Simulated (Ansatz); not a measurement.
SrTiO3 (cubic perovskite)

```xyz
5
Lattice="3.8911 0.0000 0.0000 0.0000 3.8911 0.0000 0.0000 0.0000 3.8911" Properties=species:S:1:pos:R:3 pbc="T T T"
Sr     0.0000     0.0000     0.0000
Ti     1.9455     1.9455     1.9455
O      0.0000     1.9455     1.9455
O      1.9455     1.9455     0.0000
O      1.9455     0.0000     1.9455
```

The slice is a {210} plane (indices of the conventional cell) through the point (0.500, 0.500, 0.000) (fractional), spanned by u = [100] and v = [021] in vectors of this cell: u (3.89 Å) and v (8.70 Å, at 90° to u). It covers one period; positions are fractions (u, v).

Level of theory: PBEsol (plane waves to 420 eV, PAW, scalar-relativistic; Ansatz, a first-principles code). k mesh 9×9×9. These are valence fields of a PAW run, semicore shells included where kept as valence: close to a nucleus they are smooth pseudo fields. SrTiO3 is run without spin polarisation. SrTiO3 was relaxed with its symmetry unable to fall.

Question: Around which element is the density of the lowest conduction band (whole band as if filled, smooth part) largest on this plane?

Answer: Ti. Mean over a disc round each atom, of radius 0.45 times the shortest bond: Ti 0.130, O 0.022 e/Å³.

Question: Around which element is the density of the highest valence band (whole band, smooth part) largest on this plane?

Answer: O. Mean over a disc round each atom, of radius 0.45 times the shortest bond: O 0.137, Ti 0.006 e/Å³.

Question: Sketch the valence electron density on this plane as a map.

Answer: 
```
|886633110000113366|
|443322112222112233|
|221111334444331111|
|221122445555442211|
|333322334444332233|
|443322112222112233|
|443322111111112233|
|554422334444332244|
|997744557777554477|
|999955669999665599|
|997744557777554477|
|554422334444332244|
|443322111111112233|
|443322112222112233|
|333322334444332233|
|221122445555442211|
|221111334444331111|
|443322112222112233|
|886633110000113366|
|998844110000114488|
```
Scale: ten equal steps from -1.39 (start of '0') to 1.00 (end of '9'), in the order '0123456789'. Values: log₁₀ of the valence density in e/Å³. The map has 9 points along u (two characters each, u = 0 at the left) and 20 along v (v = 0 in the bottom row). The scale is logarithmic, as a density can span decades between atoms and voids.
